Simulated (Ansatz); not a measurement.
BaTe (rock salt, space group No. 225) at seven volumes, r²SCAN (plane waves, PAW; program Ansatz), scaled uniformly. One row is withheld.

```
V (Å³/atom)  P (GPa)
-----------  -------
40.085             ?
41.407          2.17
42.728          0.99
44.050          0.00
45.371         -0.85
46.693         -1.57
48.014         -2.19
```

**Question.** Fit the shown pressures and predict the withheld one.

**Answer.** P = (3/2)B₀(x^(7/2) − x^(5/2))[1 + (3/4)(B′ − 4)(x − 1)] with x = (V₀/V)^(2/3). Least squares on the six rows gives V₀ = 44.047 Å³/atom, B₀ = 30.6 GPa, B′ = 4.38. At V = 40.085, x = 1.0649 and P = 3.55 GPa. The run itself gave 3.54 GPa.

Space group Fm-3m (rock salt). Symmetry was held in the r²SCAN relaxation; of distortions, only those at the zone centre were tested. Scalar-relativistic: spin–orbit coupling is off unless named, which matters more the heavier the elements.

Potentials: the later of the program's two PAW sets.
